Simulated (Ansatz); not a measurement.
LaN:
```xyz
4
Lattice="4.1010 0.0000 0.0000 -2.0505 3.5515 0.0000 0.0000 0.0000 5.7197" Properties=species:S:1:pos:R:3 pbc="T T T"
La     0.0000     2.3677     5.6780
La     2.0505     1.1838     2.8182
N      0.0000     2.3677     2.3868
N      2.0505     1.1838     5.2466
```

Relaxed with LDA.

**Question.** Give the optical modes at the zone centre with their infrared and Raman activity from DFPT, DFT-LDA in the program Ansatz with PAW potentials.

**Answer.** Transverse frequencies, without the LO–TO term; a row sums one degenerate level.

| ω (cm⁻¹) | degeneracy | IR ((D/Å)²/amu) | Raman (Å⁴/amu) | activity | symmetry |
|---|---|---|---|---|---|
| 90 | 2 | 0.00 | 2.5 | Raman | E2 |
| 196 | 1 | 0.00 | 0 | silent | B1 |
| 306 | 1 | 43.56 | 750 | IR+Raman | A1 |
| 345 | 2 | 0.00 | 1400 | Raman | E2 |
| 368 | 2 | 91.28 | 78 | IR+Raman | E1 |
| 372 | 1 | 0.00 | 0 | silent | B1 |

**Question.** How high does the top mode go among those that the LO–TO term moves?

**Answer.** 539 cm⁻¹ for q along x, 539 cm⁻¹ for q along y, 501 cm⁻¹ for q along z.

Space group P6_3mc. The workflow started from a Materials Project entry (that database holds measured and hypothetical structures alike); the Crystallography Open Database copy checked does not list it. COD files the formula under space group No. 225, so this cell is another polymorph or a model. Whether it is the stable phase at ambient conditions was not checked. The LDA relaxation kept the symmetry of its start; phonons on a q-mesh show no instability. Scalar-relativistic: spin–orbit coupling is off unless named, which matters more the heavier the elements.

Potentials: the later of the program's two PAW sets.
